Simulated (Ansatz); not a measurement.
SnS (GeS type, space group Pnma)

```
CELL_PARAMETERS angstrom
     11.15496     0.00000     0.00000
      0.00000     3.99977     0.00000
      0.00000     0.00000     4.26144
ATOMIC_POSITIONS crystal
  Sn 0.61841 0.75000 0.61182
  Sn 0.88159 0.25000 0.11182
  Sn 0.38159 0.25000 0.38818
  Sn 0.11841 0.75000 0.88818
  S  0.35287 0.75000 0.97527
  S  0.14713 0.25000 0.47527
  S  0.64713 0.25000 0.02473
  S  0.85287 0.75000 0.52473
```

This relaxed cell (volume V₀) is scaled evenly in all directions, its shape held. The atoms relax within the cell's symmetry.

Method: PBE-D3(BJ) (plane waves to 420 eV, PAW, scalar-relativistic; Ansatz, an electronic-structure program). k mesh 3×8×8 (Γ-centred), Fermi-Dirac smearing 0.05 eV. E stands for the smeared free energy. With the shape held, the modulus is that of even scaling; a crystal free to change shape is softer. SnS was relaxed with its symmetry unable to fall. The zero of ΔE is the relaxed starting cell.

```tsv
V (Å³/atom)	ΔE (meV/atom)
21.390	36.9
21.865	22.5
22.341	12.0
22.816	5.1
23.291	1.2
23.767	0.0
24.242	1.1
24.717	4.1
25.193	8.8
25.668	14.7
26.143	21.3
```

What is the fitted pressure derivative B₀′?

7.2.

What bulk modulus at fixed cell shape B₀ follows from a third-order Birch-Murnaghan fit?

37.4 GPa. Check by three points about V = 23.767 Å³/atom, step 0.475: d²E/dV² ≈ (1.2 − 2·0.0 + 1.1) meV / 0.475² = 0.0102 eV/Å⁶, and V·d²E/dV² × 160.2 = 38.8 GPa.

(A scan under strain: stresses follow from slopes of the energy per volume, elastic moduli from its curvatures.)
